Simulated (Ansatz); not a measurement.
SiRh (NiAs type, space group No. 194) at seven volumes, plane-wave PAW PBE (Ansatz code), shape and atoms relaxed at each. One row is withheld.

```tsv
V (Å³/atom)	P (GPa)
13.526	21.58
13.972	13.15
14.418	6.03
14.864	0.00
15.310	-5.09
15.756	?
16.202	-13.01
```

Task: Fit the shown pressures and predict the withheld one.

Result: P = (3/2)B₀(x^(7/2) − x^(5/2))[1 + (3/4)(B′ − 4)(x − 1)] with x = (V₀/V)^(2/3). Least squares on the six rows gives V₀ = 14.864 Å³/atom, B₀ = 184 GPa, B′ = 4.60. At V = 15.756, x = 0.9619 and P = -9.38 GPa. The run itself gave -9.39 GPa.

Space group P6_3/mmc (NiAs type). A made-up cell: these elements were put on the sites of a structure type; neither database checked (COD, Materials Project) lists it. COD files the formula under space group No. 14, so this cell is another polymorph or a model. Whether it is the stable phase at ambient conditions was not checked. The PBE relaxation kept the symmetry of its start; its stability against distortions is not shown here. The run is not spin-polarised.

Potentials: the later of the program's two PAW sets.
